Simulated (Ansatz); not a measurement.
A crystal relaxed with r2SCAN in the PAW code Ansatz has space group I-42m (No. 121) and a = 5.622 Å, c = 11.213 Å.

```json
{"atom": "Xx", "site": "4d", "x": "0.5000", "y": "0.0000", "z": "0.2500"}
{"atom": "Ga", "site": "8i", "x": "0.2676", "y": "0.7324", "z": "0.1313"}
{"atom": "Xx", "site": "2b", "x": "0.5000", "y": "0.5000", "z": "0.0000"}
{"atom": "Sb", "site": "2a", "x": "0.0000", "y": "0.0000", "z": "0.0000"}
```

The r2SCAN gap is direct at Γ: 1.25 eV. With HSE06 the gap is 1.61 eV and direct, at Γ. Meshes: r2SCAN 6×6×6, HSE06 4×4×4. r2SCAN's ε∞ is 10.8 along x and y, 10.9 along z.

**Question.** Which element is Xx?
A. P
B. N
C. Bi
D. As

**Answer.** A. Xx is P: Ga4SbP3 as one 8-atom ordering (I-42m) on the zincblende lattice. P is surrounded by 4 Ga at 2.40 Å; Ga is surrounded by 3 P at 2.36–2.40 Å and 1 Sb at 2.59 Å; P is surrounded by 4 Ga at 2.36 Å; Sb is surrounded by 4 Ga at 2.59 Å.

Simulation only: spin-unpolarised, and no claim that this is the phase found in nature.

No spin-orbit coupling is included; it can move band edges with weight on the heavy atoms by tenths of an eV.

For a response run the program warns that the ground state's bands aren't all converged, so ε∞ carries an extra error.
